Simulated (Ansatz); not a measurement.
Relaxed-ion elastic tensor of Os (hcp (Mg type), P6_3/mmc) in GPa (Voigt order), DFT-r²SCAN+D4 in the program Ansatz with PAW potentials; density 22.65 g/cm³, 13.95 Å³ per atom.

```csv
,1,2,3,4,5,6
1,796,241,236,0.0,0.0,0.0
2,241,796,236,0.0,0.0,0.0
3,236,236,896,0.0,0.0,0.0
4,0.0,0.0,0.0,278,0.0,0.0
5,0.0,0.0,0.0,0.0,278,0.0
6,0.0,0.0,0.0,0.0,0.0,277
```

Task: Is the crystal mechanically stable?

Result: Yes: the smallest eigenvalue of C is 277 GPa.

Task: Work out the Voigt, Reuss and Hill averages.

Result: K_V = 435, K_R = 434, K_H = 435; G_V = 285, G_R = 284, G_H = 285 GPa.

Task: Give Young's modulus, Poisson's ratio, Pugh's ratio and the universal anisotropy index.

Result: E = 9KG/(3K + G) = 701 GPa; ν = 0.23; K/G = 1.53 (brittle by the Pugh limit of 1.75); A_U = 5G_V/G_R + K_V/K_R − 6 = 0.02.

Task: Estimate the sound speeds and the Debye temperature.

Result: v_l = √((K + 4G/3)/ρ) = 6000 m/s, v_t = √(G/ρ) = 3550 m/s, mean 3930 m/s; Θ = (h/k)(3n/4πV)^(1/3) v_m = 486 K.

Task: How much does each axis shrink under pressure?

Result: Linear compressibilities β_i = Σ_j S_ij (j = 1 to 3): x 0.81, y 0.81, z 0.69 per TPa.

Symmetry was held in the r²SCAN+D4 relaxation. The run is not spin-polarised. The pairwise dispersion correction was not fitted to metals. As this level gives no gap, shear constants depend on the k-mesh and smearing (Fermi–Dirac, 0.1 eV here). Scalar-relativistic: spin–orbit coupling is off unless named, which matters more the heavier the elements.

Potentials: the later of the program's two PAW sets.
